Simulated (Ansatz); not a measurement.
SiO2:
```
SiO2
1.0
    4.92029     0.00000     0.00000
   -2.46014     4.26110     0.00000
    0.00000     0.00000     5.41615
Si O
3 6
Direct
  0.46894   0.00000   0.66667
  0.00000   0.46894   0.33333
  0.53106   0.53106   0.00000
  0.41316   0.26907   0.78454
  0.73093   0.14408   0.45121
  0.85592   0.58684   0.11787
  0.26907   0.41316   0.21546
  0.14408   0.73093   0.54879
  0.58684   0.85592   0.88213
```

Relaxed with DFT-r²SCAN in the program Ansatz with PAW potentials. Indices refer to the conventional cell of P3_221, a = 4.9203 Å, b = 4.9203 Å, c = 5.4162 Å, α = 90.00°, β = 90.00°, γ = 120.00°.

Simulate the powder diffraction pattern (neutron, λ = 1.5401 Å; lines above 1 %) up to 2θ = 90°.

Simulated powder pattern, neutron, λ = 1.5401 Å (kinematic, ideal powder, no thermal factors, coherent scattering alone; the 30 strongest lines at most, above 1 %, up to 2θ = 90°):

| 2θ (°) | d (Å) | I/Imax (%) | hkl |
|---|---|---|---|
| 20.82 | 4.261 | 15 | (1 0 -1 0) |
| 26.59 | 3.349 | 100 | (0 1 -1 1)+(1 0 -1 1) |
| 36.48 | 2.460 | 21 | (1 1 -2 0) |
| 39.38 | 2.286 | 27 | (0 1 -1 2)+(1 0 -1 2) |
| 40.22 | 2.240 | 22 | (1 1 -2 1) |
| 45.71 | 1.983 | 25 | (2 0 -2 1)+(0 2 -2 1) |
| 50.03 | 1.821 | 31 | (1 1 -2 2) |
| 50.50 | 1.805 | 1.1 | (0003) |
| 54.76 | 1.674 | 23 | (0 2 -2 2)+(2 0 -2 2) |
| 55.19 | 1.662 | 11 | (0 1 -1 3)+(1 0 -1 3) |
| 57.13 | 1.611 | 11 | (2 1 -3 0) |
| 59.84 | 1.544 | 33 | (1 2 -3 1)+(2 1 -3 1) |
| 63.88 | 1.456 | 9.1 | (1 1 -2 3) |
| 65.66 | 1.420 | 2.1 | (3 0 -3 0) |
| 67.60 | 1.384 | 22 | (2 1 -3 2)+(1 2 -3 2) |
| 67.98 | 1.377 | 29 | (2 0 -2 3)+(0 2 -2 3) |
| 68.18 | 1.374 | 25 | (0 3 -3 1)+(3 0 -3 1) |
| 73.27 | 1.290 | 15 | (1 0 -1 4)+(0 1 -1 4) |
| 75.50 | 1.258 | 17 | (0 3 -3 2)+(3 0 -3 2) |
| 77.51 | 1.230 | 6.1 | (2 2 -4 0) |
| 79.69 | 1.202 | 41 | (2 1 -3 3)+(1 2 -3 3) |
| 79.88 | 1.200 | 7.2 | (2 2 -4 1) |
| 80.96 | 1.186 | 23 | (1 1 -2 4) |
| 81.32 | 1.182 | 27 | (3 1 -4 0) |
| 83.66 | 1.155 | 23 | (1 3 -4 1)+(3 1 -4 1) |
| 84.73 | 1.143 | 5.8 | (2 0 -2 4)+(0 2 -2 4) |
| 86.88 | 1.120 | 9.9 | (2 2 -4 2) |
| 87.23 | 1.116 | 8.4 | (0 3 -3 3)+(3 0 -3 3) |

Symmetry was held in the r²SCAN relaxation; phonons on a q-mesh show no instability.

Potentials: the later of the program's two PAW sets.
